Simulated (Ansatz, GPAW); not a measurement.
This is a calculation of CuPd3 for GPAW 26.7.0 (ASE script). The cell comes from a database or a generator and needn't be the stable form of this composition.

Contents of run.py:

```python
from ase import Atoms
from ase.dft.bandgap import bandgap
from ase.io import write
from ase.units import Bohr, GPa
from gpaw import GPAW, PW, setup_paths
from gpaw.elf import elf_from_dft_calculation

setup_paths.insert(0, '.')

atoms = Atoms(['Pd', 'Pd', 'Pd', 'Cu'],
              cell=[[-1.90531911, 1.90531911, 3.91217965],
                    [1.90531911, -1.90531911, 3.91217965],
                    [1.90531911, 1.90531911, -3.91217965]],
              scaled_positions=[[0.5, 0.5, 0.0],
                                [0.25, 0.75, 0.5],
                                [0.75, 0.25, 0.5],
                                [0.0, 0.0, 0.0]],
              pbc=True)

calc = GPAW(mode=PW(600),
            xc='PBEsol',
            kpts={'size': (10, 10, 10), 'gamma': True},
            occupations={'name': 'fermi-dirac', 'width': 0.05},
            nbands=51,
            convergence={'density': 1e-05, 'energy': 1e-05},
            maxiter=150,
            txt='gpaw.txt')
atoms.calc = calc
energy = atoms.get_potential_energy()
forces = atoms.get_forces()
stress = atoms.get_stress()
calc.write('gs.gpw')
write('result.traj', atoms)
print(f'Energy: {energy:.6f} eV')
print('Forces (eV/A):')
print(forces.round(4))
print('Stress (GPa):', (stress / GPa).round(3))
print('Fermi level:', round(calc.get_fermi_level(), 4), 'eV')
print(f'Gap: {bandgap(calc)[0]:.4f} eV, direct: {bandgap(calc, direct=True)[0]:.4f} eV')

# fields on the real-space grid
write('density.cube', atoms, data=calc.get_pseudo_density() * Bohr**3)
write('potential.cube', atoms, data=calc.get_electrostatic_potential())
write('elf.cube', atoms, data=elf_from_dft_calculation(calc).data)
```

Potentials or basis: PAW data sets generated in the run's folder for this functional, pw.

The run is started by

```sh
$ gpaw-setup -f PBEsol Cu Pd
$ OMP_NUM_THREADS=1 python run.py
```

Task: What does the same run look like in Ansatz 0.2.0? Potentials or basis there: all-electron LAPW, scalar-relativistic.

Result: As run (cutoffs and basis follow the program's own potentials, and thresholds, step limits or extra output files can differ):

Contents of input.yaml:

```yaml
crystal:
  lattice:
    - [-1.90531911, 1.90531911, 3.91217965]
    - [1.90531911, -1.90531911, 3.91217965]
    - [1.90531911, 1.90531911, -3.91217965]
  atoms:
    - { symbol: Pd, position: [0.5, 0.5, 0.0] }
    - { symbol: Pd, position: [0.25, 0.75, 0.5] }
    - { symbol: Pd, position: [0.75, 0.25, 0.5] }
    - { symbol: Cu, position: [0.0, 0.0, 0.0] }
kpoints:
  mp_grid: { grid: [10, 10, 10] }
scf:
  occupations: { method: fermi_dirac, width: 0.05 }
hamiltonian:
  xc: pbesol
  pseudopotentials: { kind: all_electron, lapw: { basis_error: 0.001 } }
output:
  forces: true
  stress: true
  eigenvalues: true
  populations: true
```

Potentials or basis: all-electron LAPW, scalar-relativistic.

Launch:

```bash
$ ansatz run input.yaml --threads 2 --pin off --max-ram 8192MiB --backend cpu --events-out ev --progress --plain --runs-dir out
```

Both were run:

|  | GPAW | Ansatz |
| --- | --- | --- |
| Pressure | -3.9 GPa | -4.7 GPa |

Where Ansatz's input types no cutoff or centring, it takes its own default and a Γ-centred mesh.

Pressure is positive in compression.
